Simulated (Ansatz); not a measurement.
SnO built on the h-MgO prototype at its r2SCAN geometry, in the PAW code Ansatz. The base run uses r2SCAN on a modest mesh; each further run changes one setting, sensibly or not. Doubtful ones may also carry a cap on iterations. All numbers are computed, and spin polarisation is off unless an edit sets a moment.

Base input:
```yaml
crystal:
  lattice:
    - [4.125499313, 0.0, 0.0]
    - [-2.0627496565, 3.5727872084, 0.0]
    - [0.0, 0.0, 5.1854029691]
  atoms:
    - { symbol: Sn, position: [0.3333333333, 0.6666666667, 0.25] }
    - { symbol: Sn, position: [0.6666666667, 0.3333333333, 0.75] }
    - { symbol: O, position: [0.6666666667, 0.3333333333, 0.25] }
    - { symbol: O, position: [0.3333333333, 0.6666666667, 0.75] }
kpoints:
  mp_grid: { grid: [6, 6, 4] }
hamiltonian:
  xc: r2scan
scf:
  occupations: { method: fixed }
  n_extra_bands: 5
output:
  forces: true
  stress: true
  eigenvalues: true
  write_density: true
  write_potential: true
  elf: true
  volumetric_format: npy
```

Base results:
```
Basis set: ecut = 500 eV, 1933 PW (Γ)
Symmetry: 24 space group operations
Space group: P63/mmc (ITA 194)
k-points: 21 of 144
SCF converged after 8 iterations
Free energy (F): -13212.137809 eV
Fermi energy:    9.210878 eV
--- Stress (GPa, compression-positive) ---
        0.002946       0.000000       0.000000
        0.000000       0.002946       0.000000
        0.000000       0.000000       0.019863
  P = ⅓ Tr σ = 0.0086 GPa (0.086 kbar)
```
The gap over this mesh is 0.576 eV.

Command: `ansatz run input.yaml --threads 4 --pin off --max-ram 3686MiB --backend cpu --events-out ev --progress --plain --runs-dir out`.

Question: These lines are set or replaced. What follows?
```yaml
scf:
  max_iter: 72
basis:
  ecutrho_ratio: 12
```

Answer: Energy, stress and gap stay within 1 meV an atom, 0.1 GPa and 0.005 eV of the base. The result hardly depends on this setting here.

One of the further runs printed
```
SCF converged after 8 iterations
Free energy (F): -13212.136288 eV
Fermi energy:    8.935608 eV
--- Forces (eV/Å), atoms counted from 1 ---
  atom   1  Sn    -0.00347      0.00200      0.00000
  atom   2  Sn      0.00347    -0.00200      0.00000
  atom   3  O     -0.00084      0.00049      0.00000
  atom   4  O       0.00084    -0.00049      0.00000
--- Stress (GPa, compression-positive) ---
        0.238321       0.029933       0.000000
        0.029933       0.272884       0.000000
        0.000000       0.000000       0.250443
  P = ⅓ Tr σ = 0.2539 GPa (2.539 kbar)
```

Question: Which setting had been changed?
A. basis.ecutwfc: 350
B. kpoints.mp_grid.grid: [2, 4, 6]
C. scf.occupations: methfessel_paxton 0.05
D. kpoints.mp_grid.shift: [0.5, 0.5, 0.5]

Answer: D. The free energy moves by +0.4 meV an atom, the mean stress by +0.25 GPa and the gap on the mesh by +0.367 eV (to 0.943). The mesh breaks the crystal's symmetry, so the stress, and any force that symmetry no longer fixes, lose it too. The gap changes mostly because other points are sampled; a mesh that misses a band edge overestimates it.

Question: The input is altered as follows. How does the run end?
```yaml
basis:
  ecutwfc: 500
```

Answer: This is the cutoff that the base took by default, so nothing changes.

Question: Predict the outcome of this edit.
```yaml
accuracy: high
```

Answer: Energy, stress and gap stay within 1 meV an atom, 0.1 GPa and 0.005 eV of the base. The result hardly depends on this setting here.

Question: These lines are set or replaced. What follows?
```yaml
accuracy: low
```

Answer: Energy, stress and gap stay within 1 meV an atom, 0.1 GPa and 0.005 eV of the base. The result hardly depends on this setting here.

One of the further runs printed
```
SCF converged after 8 iterations
Free energy (F): -13214.540007 eV
Fermi energy:    8.128659 eV
--- Stress (GPa, compression-positive) ---
        4.008401       0.000000       0.000000
        0.000000       4.008401       0.000000
        0.000000       0.000000     -19.208902
  P = ⅓ Tr σ = -3.7307 GPa (-37.307 kbar)
```

Question: Which setting had been changed?
A. kpoints.mp_grid.grid: [8, 8, 1]
B. scf.occupations: methfessel_paxton 0.05
C. basis.ecutwfc: 350

Answer: A. The free energy moves by -601 meV an atom, the mean stress by -3.74 GPa (single components by up to 19.2) and the gap on the mesh by +1.433 eV (to 2.009). The gap changes mostly because other points are sampled; a mesh that misses a band edge overestimates it. The mesh is too coarse.

Spin-orbit coupling is left out, which matters wherever the heavy atoms make up the band edges.
